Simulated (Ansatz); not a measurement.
One stationary structure of Y2Ge2O7. Space group Fd-3m (No. 227). Method: r2SCAN (plane waves to 500 eV, PAW, scalar-relativistic; Ansatz, a program for electronic structure).

Space group Fd-3m, origin choice 1 (No. 227); a = b = c = 9.9148 Å, α = β = γ = 90.00°

```json
[
 {"atom": "Y", "site": "16d", "symmetry": ".-3m", "x": "0.6250", "y": "0.6250", "z": "0.6250"},
 {"atom": "Ge", "site": "16c", "symmetry": ".-3m", "x": "0.1250", "y": "0.1250", "z": "0.1250"},
 {"atom": "O", "site": "48f", "symmetry": "2.mm", "x": "0.0000", "y": "0.0000", "z": "0.2014"},
 {"atom": "O", "site": "8b", "symmetry": "-43m", "x": "0.5000", "y": "0.5000", "z": "0.5000"}
]
```
(The calculation used a cell of 22 atoms; values per cell refer to that cell.)

Q: Predict the band gap from r2SCAN.

A: 4.11 eV, indirect (valence top at K, conduction bottom at Γ) (no spin-orbit coupling).

Q: What smallest direct gap does r2SCAN give?

A: 4.30 eV at Γ.

No spin polarisation in the result.

The run could not lose the symmetry of its start.

The first start was generated by placing the elements on the sites of a structure type. Materials Project lists a structure of Y2Ge2O7 in the same space group, Fd-3m (No. 227); the sites were not compared with it, nor with measured phases.
